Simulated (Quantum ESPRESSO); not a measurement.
## Kohn-Sham bands of K$_{2}$Te (anti-fluorite)

```
K2Te
1.0
    0.00000     4.09119     4.09119
    4.09119     0.00000     4.09119
    4.09119     4.09119     0.00000
K Te
2 1
Cartesian
 -2.04560  -2.04560  -2.04560
  2.04560   2.04560   2.04560
  0.00000   0.00000   0.00000
```

Structure: Materials Project mp-1747, symmetrised, not relaxed again. COD (Crystallography Open Database) has an entry of this formula and space group (matched by these alone). Level: LDA, no spin polarisation, no spin-orbit coupling; pw.x of Quantum ESPRESSO at 66 Ry with PseudoDojo potentials, 8×8×8 k-points, Wannier90. Density: 8×8×8 mesh, cold smearing 0.01 Ry. Spin-orbit coupling is left out although heavy elements are present.

Energies are relative to the valence-band maximum; weights are on the orthonormalised atomic waves of the pseudopotential files, averaged over the group. 34 electrons a cell are treated as valence.

**Question.** Into which isolated groups do the bands fall, where do they lie and what are they made of?

**Answer.** 
```json
[
 {"bands": "1–5", "from (eV)": "-34.19", "to (eV)": "-34.19", "filling": "filled", "weight on atomic waves": "Te 4d 100 %"},
 {"bands": "6–7", "from (eV)": "-29.23", "to (eV)": "-29.20", "filling": "filled", "weight on atomic waves": "K 3s 99 %"},
 {"bands": "8–13", "from (eV)": "-13.05", "to (eV)": "-12.83", "filling": "filled", "weight on atomic waves": "K 3p 99 %"},
 {"bands": "14", "from (eV)": "-8.63", "to (eV)": "-8.47", "filling": "filled", "weight on atomic waves": "Te 5s 90 %, K 4s 8 %"},
 {"bands": "15–17", "from (eV)": "-0.81", "to (eV)": "0.00", "filling": "filled", "weight on atomic waves": "Te 5p 87 %, K 4s 10 %"}
]
```

The Kohn-Sham gap over both meshes and the path is 1.94 eV.
